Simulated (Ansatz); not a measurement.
IrPtN$_{2}$ in space group R-3m (No. 166; Ir on 3b, Pt on 3a, N on 6c) at seven volumes, PBE (plane waves, PAW; program Ansatz), shape and atoms relaxed at each. One row is withheld.

| V (Å³/atom) | P (GPa) |
|---|---|
| 10.912 | 22.74 |
| 11.272 | 14.08 |
| 11.632 | 6.55 |
| 11.991 | 0.00 |
| 12.351 | -5.79 |
| 12.711 | -11.05 |
| 13.071 | ? |

Question: Fit the shown pressures and predict the withheld one.

Answer: Third-order Birch–Murnaghan: P = (3/2)B₀(x^(7/2) − x^(5/2))[1 + (3/4)(B′ − 4)(x − 1)] with x = (V₀/V)^(2/3). Least squares on the six rows gives V₀ = 11.989 Å³/atom, B₀ = 207.1 GPa, B′ = 3.27. At V = 13.071, x = 0.9440 and P = -15.52 GPa. The run itself gave -15.59 GPa.

The start of the workflow was typed in or built on a structure type; neither database checked (COD, Materials Project) lists it. Its standing as an ambient phase is unchecked. The cell was relaxed with PBE under the symmetry of its start; whether a distortion lowers the energy is not shown. The workflow began spin-polarised and lost its moments. Its formation energy is positive at this level, so the cell may be metastable or incomplete. Spin–orbit coupling is left out wherever it is not named.

Potentials: the later of the program's two PAW sets.
